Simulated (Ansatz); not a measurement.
# All-electron card of TiGa₃

```
Ti Ga
1.0
    -1.89450    1.89450    4.36700
     1.89450   -1.89450    4.36700
     1.89450    1.89450   -4.36700
Ti Ga
1 3
Direct
  0.00000 0.00000 0.00000
  0.50000 0.50000 0.00000
  0.75000 0.25000 0.50000
  0.25000 0.75000 0.50000
```

Atom numbers follow the list: Ti1, Ga2, Ga3, Ga4.

The cell comes from COD entry 1522707, which wasn't checked; take it as a given geometry.

Spin polarisation is left out, and whether a magnetic state lies lower isn't shown here.

Methods: DFT, PBEsol, all-electron LAPW, scalar-relativistic (Ansatz 0.2.0); DFT, PBEsol, PAW with Ansatz's default frozen-core files, scalar-relativistic (Ansatz 0.2.0).

For LAPW: a Γ-centred 14×14×14 k mesh, Fermi–Dirac smearing of 0.05 eV, basis error target 0.5 meV/atom, no spin polarisation. PAW takes a cutoff of 420 eV at this cell (files made with PBE, cores remade for this functional). The Ansatz runs share mesh, smearing and spin set-up. Values come from LAPW unless marked.

| Property | Result |
| --- | --- |
| Pressure at this cell | -3.13 GPa |
| Band gap | none: with an odd electron count and no spin polarisation the bands can't all be full, a metal in this set-up (in compounds, spin order or a distortion in a larger cell can open a gap) |
| Stress xx, yy, zz (compression positive) | -3.52, -3.52, -2.35 GPa |
| Density of states at the Fermi level (0.2 eV bin) | 1.46 states/eV per cell |
| Löwdin charges (with 0.07 e of the cell spilling out of the atomic basis, so their sizes and signs hang on that basis) | Ti1 0.66, Ga2 -0.21, Ga3 -0.19 e |
| Bader charges (from the PAW run) | Ti1 +1.05, Ga2 -0.41, Ga3 -0.32 e |
| Volume per atom | 105.8 bohr³ |
